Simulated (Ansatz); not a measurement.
# Guessed and relaxed cells of Cs4Y3

A trial structure of Cs4Y3 was built thus: random cell by space group and Wyckoff sites (P6/mmm, No. 191). Lengths were set from tabulated atomic sizes, so they are only a guess.

start.cif

```cif
data_structure
_symmetry_space_group_name_H-M 'P6/mmm'
_symmetry_Int_Tables_number 191
_cell_length_a 6.3194
_cell_length_b 6.3194
_cell_length_c 9.8244
_cell_angle_alpha 90.000
_cell_angle_beta 90.000
_cell_angle_gamma 120.000
_cell_volume 339.77
loop_
_atom_site_label
_atom_site_type_symbol
_atom_site_symmetry_multiplicity
_atom_site_Wyckoff_symbol
_atom_site_fract_x
_atom_site_fract_y
_atom_site_fract_z
_atom_site_occupancy
Cs1 Cs 4 h 0.33333 0.66667 0.72923 1
Y1 Y 3 f 0.50000 0.00000 0.00000 1
```

Theory: DFT PBE, scalar-relativistic, plane waves, PAW in Ansatz 0.2.0. Cutoff 420 eV, Gaussian smearing, Γ-centred meshes. Cell and atoms relax first on a coarse mesh and then on a finer one. In between, the cell is made exact in the group found at 0.06 Å. In metals the finer mesh still leaves noise of several meV/atom or more. The steps can't lower the symmetry of their start. No spin polarisation.

end.cif

```cif
data_structure
_symmetry_space_group_name_H-M 'P6/mmm'
_symmetry_Int_Tables_number 191
_cell_length_a 7.0204
_cell_length_b 7.0204
_cell_length_c 12.8997
_cell_angle_alpha 90.000
_cell_angle_beta 90.000
_cell_angle_gamma 120.000
_cell_volume 550.60
loop_
_atom_site_label
_atom_site_type_symbol
_atom_site_symmetry_multiplicity
_atom_site_Wyckoff_symbol
_atom_site_fract_x
_atom_site_fract_y
_atom_site_fract_z
_atom_site_occupancy
Cs1 Cs 4 h 0.33333 0.66667 0.70029 1
Y1 Y 3 f 0.50000 0.00000 0.00000 1
```

The symmetry stays P6/mmm (No. 191). The volume per atom grows by 62.1 %, from 48.5 to 78.7 Å³. The shortest distance goes from 3.16 Å (Y–Y) to 3.51 Å (Y–Y). The ratio c/a of the conventional cell changes by a factor of 1.18. The energy falls by about 0.72 eV/atom (the start's value is from the coarse mesh).

For Cs4Y3, the volume per atom is 78.66 Å³ and the density is 2.41 g/cm³. The energy over the elements is +0.78 eV/atom and the gap on the 6×6×4 mesh of the 7-atom cell is 0 eV (a metal).

The zero of energy is the elements' standard structures at the same level; no fitted shifts are applied. The separate elements lie lower, so it is unstable against them.

The last run used Gaussian smearing of 0.10 eV. The cell is a metal run without spin; a magnetic state may lie lower. A structure relaxed within its symmetry needn't be a true minimum. In all, the 3 runs took 57 s on 1 thread of AMD EPYC 9R05 (Zen 5), on a shared host.
